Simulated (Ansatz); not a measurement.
CaO:
```
CELL_PARAMETERS angstrom
      2.90317     0.00000     0.00000
      0.00000     2.90317     0.00000
      0.00000     0.00000     2.90317
ATOMIC_POSITIONS crystal
  Ca 0.00000 0.00000 0.00000
  O  0.50000 0.50000 0.50000
```

Relaxed with r²SCAN.

Question: Map the electron localisation function on the plane through (0.000, 0.000, 0.000) spanned by u = [1, 0, 0] and v = [0, 1, 1] in lattice vectors, from the program Ansatz at the r²SCAN level (PAW).

Answer: x is the fraction of u, y of v (the angle between them is 90°; rows are the nearest grid lines); atoms in the plane: Ca at (0.00, 0.00), O at (0.50, 0.50).
```
y \ x   0.000  0.0625  0.188  0.250  0.375  0.438  0.562  0.625  0.750  0.812  0.938   1.00
------  -----  ------  -----  -----  -----  -----  -----  -----  -----  -----  -----  -----
1.00    0.725   0.769  0.855  0.811  0.179  0.024  0.024  0.179  0.811  0.855  0.769  0.725
0.905   0.841   0.849  0.835  0.725  0.076  0.024  0.024  0.076  0.725  0.835  0.849  0.841
0.857   0.854   0.850  0.746  0.479  0.044  0.044  0.044  0.044  0.479  0.746  0.850  0.854
0.762   0.387   0.327  0.083  0.067  0.319  0.492  0.492  0.319  0.067  0.083  0.327  0.387
0.714   0.063   0.056  0.085  0.227  0.661  0.732  0.732  0.661  0.227  0.085  0.056  0.063
0.619   0.053   0.092  0.567  0.742  0.823  0.805  0.805  0.823  0.742  0.567  0.092  0.053
0.524   0.065   0.142  0.694  0.803  0.705  0.446  0.446  0.705  0.803  0.694  0.142  0.065
0.476   0.065   0.142  0.694  0.803  0.705  0.446  0.446  0.705  0.803  0.694  0.142  0.065
0.381   0.053   0.092  0.567  0.742  0.823  0.805  0.805  0.823  0.742  0.567  0.092  0.053
0.286   0.063   0.056  0.085  0.227  0.661  0.732  0.732  0.661  0.227  0.085  0.056  0.063
0.238   0.387   0.327  0.083  0.067  0.319  0.492  0.492  0.319  0.067  0.083  0.327  0.387
0.143   0.854   0.850  0.746  0.479  0.044  0.044  0.044  0.044  0.479  0.746  0.850  0.854
0.0952  0.841   0.849  0.835  0.725  0.076  0.024  0.024  0.076  0.725  0.835  0.849  0.841
0.000   0.725   0.769  0.855  0.811  0.179  0.024  0.024  0.179  0.811  0.855  0.769  0.725
```

The density is the valence pseudo-density with augmentation charge, so density and ELF within about 1 Å of a nucleus are not all-electron values.

Space group Pm-3m (CsCl type). This is a known high-pressure phase of the composition, computed here at zero pressure and temperature. The r²SCAN relaxation kept the symmetry of its start. At this level the phase is mechanically unstable.

Potentials: the earlier of the program's two PAW sets.
